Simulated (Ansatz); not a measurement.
BAs (CsCl type, Pm-3m) at seven volumes, plane-wave PAW PBE (Ansatz code), scaled uniformly. One row is withheld.

```csv
V (Å³/atom),P (GPa)
11.559,?
11.940,7.22
12.321,3.37
12.702,0.00
13.083,-2.87
13.464,-5.34
13.845,-7.38
```

Fit the shown pressures and predict the withheld one.

P = (3/2)B₀(x^(7/2) − x^(5/2))[1 + (3/4)(B′ − 4)(x − 1)] with x = (V₀/V)^(2/3). Least squares on the six rows gives V₀ = 12.702 Å³/atom, B₀ = 103 GPa, B′ = 4.18. At V = 11.559, x = 1.0649 and P = 11.83 GPa. The run itself gave 11.73 GPa.

The start of the workflow was typed in or built on a structure type; neither database checked (COD, Materials Project) lists it. It is not the phase usual at ambient conditions (space group No. 216). Symmetry was held in the PBE relaxation; its stability against distortions is not shown here. The volume moved by 31 % from the start of the relaxation. Its formation energy is positive at this level, so the cell may be metastable or incomplete.

Potentials: the later of the program's two PAW sets.
